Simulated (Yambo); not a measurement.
Bethe-Salpeter results for PdCl2 monolayer

```
PdCl2
1.0
    6.36699     0.00000     0.00000
    0.00000     3.96067     0.00000
    0.00000     0.00000    15.70000
Cl Pd
4 2
Direct
  0.25342   0.75872   0.08408
  0.75342   0.74128   0.08408
  0.74658   0.24128   0.91592
  0.24658   0.25872   0.91592
  0.00000   0.00000   0.00000
  0.50000   0.50000   0.00000
```

The layer was cut from Materials Project entry mp-1018891 and relaxed with PBEsol in a cell 15.7 Å high, with the Coulomb interaction truncated along z.

BSE in Yambo on PBEsol (pw.x of Quantum ESPRESSO, ONCV potentials, scalar-relativistic) bands: 4×6×1 mesh, 20 valence and 10 conduction bands, static screening with 107 bands and a 3 Ry block, scissor 1.93 eV, Tamm-Dancoff, stochastic integration of W near q = 0; field along x.

```tsv
state	energy (eV)	states within 2 meV	relative strength	class	main transitions
1	1.27	1	< 0.01	dark	VB → CB (63 %)
2	1.45	1	< 0.01	dark	several band pairs
3	1.50	1	< 0.01	dark	several band pairs
4	1.65	1	< 0.01	dark	several band pairs
5	1.71	1	< 0.01	dark	several band pairs
6	1.74	1	< 0.01	dark	several band pairs
7	1.91	1	< 0.01	weak	VB → CB (60 %)
8	2.02	1	< 0.01	dark	several band pairs
9	2.02	1	< 0.01	dark	several band pairs
10	2.04	1	< 0.01	dark	several band pairs
```

These are vertical excitations (zero momentum); the indirect quasiparticle gap, about 2.90 eV, is smaller than the direct one (3.16 eV on the GW mesh). The direct quasiparticle gap on this mesh is 3.16 eV; counted from there, state 1 is bound by 1.89 eV. Convergence with the mesh was not shown.

Spin singlets only. Strengths are relative to the strongest of the lowest states of this run; strong means a line over 3 % of the spectrum's maximum, dark under 0.03 %. Absolute energies carry the error of the G0W0 scissor, whose convergence isn't established.

Spin-orbit splittings are left out.

This is a model layer cut from the bulk structure; whether it is stable on its own was not checked.
